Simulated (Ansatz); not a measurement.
ZrGe2:
```xyz
6
Lattice="1.8812 -7.4161 0.0000 1.8812 7.4161 0.0000 0.0000 0.0000 3.7310" Properties=species:S:1:pos:R:3 pbc="T T T"
Zr     1.8812     5.8613     2.7983
Zr     1.8812    -5.8613     0.9328
Ge     1.8812     0.8762     2.7983
Ge     1.8812    -0.8762     0.9328
Ge     1.8812     3.7047     0.9328
Ge     1.8812    -3.7047     2.7983
```

Relaxed with LDA. Special points in fractions of this cell's reciprocal vectors: Γ (0.000, 0.000, 0.000); Y (-0.500, 0.500, 0.000); C0 (-0.266, 0.734, 0.000); Σ0 (0.266, 0.266, 0.000); Z (0.000, 0.000, 0.500); A0 (0.266, 0.266, 0.500); E0 (-0.266, 0.734, 0.500); T (-0.500, 0.500, 0.500); S (0.000, 0.500, 0.000); R (0.000, 0.500, 0.500).

Task: List the band energies nearest the Fermi level at these points for LDA in the plane-wave PAW code Ansatz.

Result: In eV from the Fermi level; about four levels below and three above (degenerate sets whole), none deeper than 8.9 eV; points with the same levels are listed once.

```csv
k,below,above
Γ,-2.29 -2.14 -2.10 -0.31,1.23 1.42 1.54
Y,-2.29 -1.81 -1.49 -0.10,1.16 1.19 1.49
C0,-1.41 -0.74 -0.43 -0.07,0.95 1.16 2.03
Z,-2.50 -2.50 -1.78 -1.78,0.04 0.04 0.32 0.32
A0,-3.17 -3.17 -2.32 -2.32,2.14 2.14 2.71 2.71
T,-0.67 -0.67 -0.08 -0.08,2.25 2.25 2.84 2.84
S,-1.53 -0.67 -0.38 -0.19,0.65 1.18 2.14
R,-3.16 -3.16 -2.31 -2.31,2.17 2.17 2.75 2.75
```

Space group Cmcm. The first step of the workflow began from a Materials Project structure, measured or hypothetical; the Crystallography Open Database files this formula in space group No. 63, but the cells were not matched. Whether it is the stable phase at ambient conditions was not checked. The LDA relaxation kept the symmetry of its start; whether a distortion lowers the energy is not shown. No spin polarisation was allowed. Spin–orbit coupling is left out wherever it is not named.

Potentials: the later of the program's two PAW sets.
